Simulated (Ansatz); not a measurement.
Relaxed MgB2 (AlB2 type, space group P6/mmm):

```xyz
6
Lattice="3.0743 0.0000 0.0000 -1.5372 2.6624 0.0000 0.0000 0.0000 7.0551" Properties=species:S:1:pos:R:3 pbc="T T T"
Mg     0.0000     0.0000     0.0000
Mg     0.0000     0.0000     3.5275
B      0.0000     1.7750     1.7638
B      0.0000     1.7750     5.2913
B      1.5372     0.8875     1.7638
B      1.5372     0.8875     5.2913
```

A phonon eigenvector at A = (0.0, 0.0, 0.5) is frozen into this cell: atom i moves by Q times the vector below, so Q is the largest atomic displacement, in Å. The cell is held. (q is in reciprocal vectors of the primitive cell; the cell shown is doubled to hold the pattern.)

```
atom      x      y       z
----  -----  -----  ------
Mg1   0.000  0.000   1.000
Mg2   0.000  0.000  -1.000
```

Atoms not listed stay in place.

Calculation: PBE (plane waves to 420 eV, PAW, scalar-relativistic; Ansatz, a first-principles code). k mesh 17×17×7 (Γ-centred), Fermi-Dirac smearing 0.05 eV. The energy includes the smearing's −TS. With partly filled bands, energies and forces of such displacements shift with the k mesh and the smearing. MgB2 was relaxed with its symmetry unable to fall. The zero of ΔE is the undisplaced structure.

```csv
Q (Å),ΔE (meV/cell)
-0.180,288
-0.120,128
-0.060,32
0.000,0
0.060,32
0.120,128
0.180,288
```

Problem. Which DFPT wavenumber at A = (0.0, 0.0, 0.5) belongs to this mode?
(A) 636 cm⁻¹
(B) 384 cm⁻¹
(C) 531 cm⁻¹
(D) 322 cm⁻¹

Solution. D, 322 cm⁻¹. The curvature of the scan gives 316 cm⁻¹

(For displaced atoms, the force is minus the slope of the energy, and its curvature is a force constant, which sets phonon frequencies.)
